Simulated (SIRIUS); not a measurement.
A self-consistent single point of InSe (C2/m, 4 atoms in the cell; from Materials Project mp-21405, changed as shown) with SIRIUS.

Method: PBEsol, PseudoDojo 0.4 standard norm-conserving PBEsol (tails mended) pseudopotentials (plane waves; SIRIUS).

The change in words: volume scaled by 1.06. Reference geometry (C2/m):
```xyz
4
Lattice="5.8264 -2.0547 0.0000 5.8264 2.0547 0.0000 -1.7232 0.0000 4.7714" Properties=species:S:1:pos:R:3 pbc="T T T"
In    -0.3397     0.0000     4.5479
In    10.2693     0.0000     0.2235
Se     3.3807     0.0000     1.5795
Se     6.5489     0.0000     3.1918
```

Reference input (self-consistent single point, DFT, PBEsol, plane waves, PseudoDojo 0.4 standard norm-conserving PBEsol (tails mended) pseudopotentials): parameters.ngridk = 3 3 3; parameters.xc_functionals = [XC_GGA_X_PBE_SOL, XC_GGA_C_PBE_SOL]; parameters.gk_cutoff = 9.274 1/bohr; parameters.pw_cutoff = 18.548 1/bohr; parameters.smearing = gaussian; parameters.smearing_width = 0.00183747 Ha; potentials = PseudoDojo 0.4 standard norm-conserving PBEsol (tails mended) pseudopotentials; parameters.electronic_structure_method = pseudopotential; parameters.num_bands = 35; parameters.num_mag_dims = 0; parameters.num_dft_iter = 100; parameters.energy_tol = 1e-07 Ha. This run's input differs from it in these lines:

```diff
@@ -32,7 +32,7 @@
     "lattice_vectors": [
-      [0.9430779559, -0.3325718771, 0.0],
-      [0.9430779559, 0.3325718771, 0.0],
-      [-0.278927555, 0.0, 0.7723054978]
+      [0.9430779245, -0.3325718946, 0.0],
+      [0.9430779245, 0.3325718946, 0.0],
+      [-0.2789275896, 0.0, 0.7723055583]
     ],
-    "lattice_vectors_scale": 11.674847,
+    "lattice_vectors_scale": 11.903826,
     "atom_coordinate_units": "lattice",
```

Log, with long lists cut:

```
[find] density tolerance         : 1e-06
[find] total energy tolerance    : 1e-07
[find] iter_solver_tol (initial) : 0.01
[find] iter_solver_tol (target)  : 1e-13
[find] num_dft_iter              : 100
Charges and magnetic moments
--------------------------------------------------------------------------------
total charge          : 58.000000
[find] | SCF iteration   0 out of 100|
[diagonalize] iterative solver tolerance (occupied, empty): 0.01 0.01
[diagonalize] average number of iterations: 2.2
[find] Charges and magnetic moments
[find] total charge          : 58.000000
[find] Energy
   [... lines left out ...]

[find] Charges and magnetic moments
[find] total charge          : 58.000000
[find] Energy
[find] smearing (-TS)                 :      -0.00000000
[find] Total energy                   :    -374.87407160 (Ha),    -749.74814319 (Ry)
[find] Free energy (E-TS)             :    -374.87407160 (Ha),    -749.74814319 (Ry)
[find] band gap (eV)                  :       1.19597471
[find] Efermi                         :       0.26799226
[find] iteration : 16, RMS (target) : 9.3962e-07 (1.0000e-06) , energy difference (target) : -1.6039e-09 (1.0000e-07)
[find] bands are converged : true
[find] iterative solver converged : false
[find] converged after 17 SCF iterations!
[find] Charges and magnetic moments
[find] total charge          : 58.000000
[find] Energy
[find] smearing (-TS)                 :      -0.00000000
[find] Total energy                   :    -374.87407160 (Ha),    -749.74814319 (Ry)
[find] Free energy (E-TS)             :    -374.87407160 (Ha),    -749.74814319 (Ry)
[find] band gap (eV)                  :       1.19597471
[find] Efermi                         :       0.26799226
[ground_state] === stress tensor components [kbar] ===
[ground_state] === stress_total ===
[ground_state]    41.548402    0.000000   -1.021189
[ground_state]     0.000000   26.742821    0.000000
[ground_state]    -1.021189    0.000000   30.075225
[ground_state] ==== total Forces in Ha/bohr =====
[ground_state] atom:    0, force:       0.0051898      0.0000000     -0.0005646
[ground_state] atom:    1, force:      -0.0051898     -0.0000000      0.0005646
[ground_state] atom:    2, force:      -0.0005530     -0.0000000     -0.0076216
[ground_state] atom:    3, force:       0.0005530      0.0000000      0.0076216
```

The run converged in 17 iterations. SIRIUS prints the stress tensor with tension positive. Against the reference run the free energy rises by 22.6 meV/atom, the pressure goes from -0.81 to -3.28 GPa and the largest force goes from 0.060 to 0.393 eV/Å.

The structure comes from a collection of computed structures, made at another level of theory; the collection holds predicted forms beside known ones.

Cost on one core: very roughly 2.7 core-minutes.

The gap that the log prints is read on the run's mesh, which can miss the band edges or a crossing.

“Tails mended”: in these copies of the files the far tail of each local potential was reset to the Coulomb form.
